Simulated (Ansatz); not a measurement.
AlOs (CsCl type, Pm-3m) at seven volumes, r²SCAN in the plane-wave PAW code Ansatz, scaled uniformly. One row is withheld.

```csv
V (Å³/atom),P (GPa)
12.247,29.53
12.651,18.06
13.054,8.30
13.458,0.00
13.862,-7.07
14.266,-13.08
14.669,?
```

### Question
Fit the shown pressures and predict the withheld one.

### Answer
P = (3/2)B₀(x^(7/2) − x^(5/2))[1 + (3/4)(B′ − 4)(x − 1)] with x = (V₀/V)^(2/3). Least squares on the six rows gives V₀ = 13.458 Å³/atom, B₀ = 255 GPa, B′ = 4.36. At V = 14.669, x = 0.9442 and P = -18.22 GPa. The run itself gave -18.19 GPa.

The cell is a constructed one: a structure type filled with these elements; the Crystallography Open Database copy checked does not list it. Whether it is the stable phase at ambient conditions was not checked. Symmetry was held in the r²SCAN relaxation; its stability against distortions is not shown here. No spin polarisation was allowed. Scalar-relativistic: spin–orbit coupling is off unless named, which matters more the heavier the elements.

Potentials: the earlier of the program's two PAW sets.
